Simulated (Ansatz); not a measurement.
# Mg3Ti2O7 — quadrupolar parameters

The cell is a computed structure from the Materials Project (it need not be an observed phase), atoms as given.

```xyz
24
Lattice="8.9448 -2.5996 0.0000 8.9448 2.5996 0.0000 0.0000 0.0000 5.3629" Properties=species:S:1:pos:R:3 pbc="T T T"
Mg    8.9448   -1.2808    3.7774
Mg    8.9448    1.2808    1.0960
Mg   12.4187   -1.4052    4.3705
Mg    5.4710    1.4052    1.6891
Mg    5.4710   -1.4052    4.3705
Mg   12.4187    1.4052    1.6891
Ti    7.0573    1.3131    4.0982
Ti   10.8324   -1.3131    1.4168
Ti    7.0573   -1.3131    1.4168
Ti   10.8324    1.3131    4.0982
O     3.6930   -0.7300    3.7145
O    14.1967    0.7300    1.0331
O     3.6930    0.7300    1.0331
O    14.1967   -0.7300    3.7145
O    11.2624    0.3641    0.3159
O     6.6273   -0.3641    2.9974
O    11.2624   -0.3641    2.9974
O     6.6273    0.3641    0.3159
O     1.4331    0.3815    4.9538
O    16.4566   -0.3815    2.2724
O     8.9448    0.6928    4.3268
O     8.9448   -0.6928    1.6453
O    16.4566    0.3815    4.9538
O     1.4331   -0.3815    2.2724
```

Atom numbers follow the list; atoms alike are taken as one site, whose name carries the number of the first.

All values are calculated (Ansatz; DFT, PBE, plane waves and PAW, scalar-relativistic, 420 eV cutoff, Γ-centred 5×5×4 k-points, Fermi–Dirac smearing 0.02 eV), not measured.

V_zz is the principal component of the electric field gradient with the largest magnitude, η = (V_xx − V_yy)/V_zz and C_Q = eQV_zz/h.

Mg-25: I = 5/2, Q = 199.4 mb; ⁴⁹Ti: I = 7/2, Q = 247.0 mb; O-17: I = 5/2, Q = -25.58 mb. Quadrupole moments are those of Pyykkö's year-2017 table.

Question: Which values are expected at the nuclei?

Answer: 

| site | atoms (order as listed) | first shell | V_xx, V_yy, V_zz (10²¹ V/m²) | η | C_Q (MHz) |
| --- | --- | --- | --- | --- | --- |
| Mg1 | 1, 2 | 4 O at 2.05–2.21 Å; also 6 O at 2.61–3.28 Å | 0.58, 0.86, -1.45 | 0.19 | -6.98 |
| Mg3 | 3, 4, 5, 6 | 6 O at 2.01–2.49 Å | -0.17, -0.86, 1.03 | 0.67 | 4.98 |
| Ti | 7, 8, 9, 10 | 6 O at 1.89–2.09 Å | 0.44, 2.28, -2.72 | 0.68 | -16.3 |
| O11 | 11, 12, 13, 14 | 1 Ti at 1.93 Å, 3 Mg at 2.01–2.09 Å; also 1 Mg at 3.35 Å | 0.36, 1.04, -1.40 | 0.48 | 0.866 |
| O15 | 15, 16, 17, 18 | 2 Ti at 1.89–2.05 Å, 1 Mg at 2.08 Å; also 2 Mg at 2.49–2.61 Å | 0.26, 1.28, -1.54 | 0.67 | 0.950 |
| O19 | 19, 20, 23, 24 | 2 Ti at 1.93–2.09 Å, 2 Mg at 2.08–2.27 Å; also 2 Mg at 2.69–3.32 Å | -0.57, -1.01, 1.59 | 0.28 | -0.981 |
| O21 | 21, 22 | 2 Ti at 2.00 Å, 2 Mg at 2.05–2.21 Å; also 2 Mg at 3.27–3.28 Å | 0.83, 0.86, -1.70 | 0.02 | 1.05 |

Hardware: 1 thread of Arm Neoverse V1 (aarch64; 8 cores open to the job, memory cap 2.5 GiB, no GPU), a shared host with a load of 0.9 a core. Wall time 2.2 min, CPU time 2.2 min, peak memory 0.88 GiB.
